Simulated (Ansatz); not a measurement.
Relaxed candidate structures of ZrRu:

A. Pm-3m (No. 221), cP2, CsCl type; a = b = c = 3.232 Å, α = β = γ = 90.00°; Zr 1b (0.500, 0.500, 0.500); Ru 1a (0.000, 0.000, 0.000)

B. Pmmm (No. 47), oP2; a = 2.7924 Å, b = 3.1298 Å, c = 4.1713 Å, α = β = γ = 90.00°; Zr 1g (0.000, 0.500, 0.500); Ru 1a (0.000, 0.000, 0.000)

Task: Order them by energy per atom (lowest first) at the level PBEsol (plane waves to 420 eV, PAW, scalar-relativistic; Ansatz, a quantum-chemistry and plane-wave program).

Result: A (reference, the lowest among the structures calculated here), B (+1.01 eV/atom)

Each run could gain symmetry but not lose that of its start, so entries can be saddle points. From databases, or of a type measured for this composition: Pm-3m, cP2, CsCl type; the others are generated cells (placed on structure types, drawn at random, substituted or restacked) that were not matched to a known phase here. Static energies at zero pressure. No spin polarisation in the result.
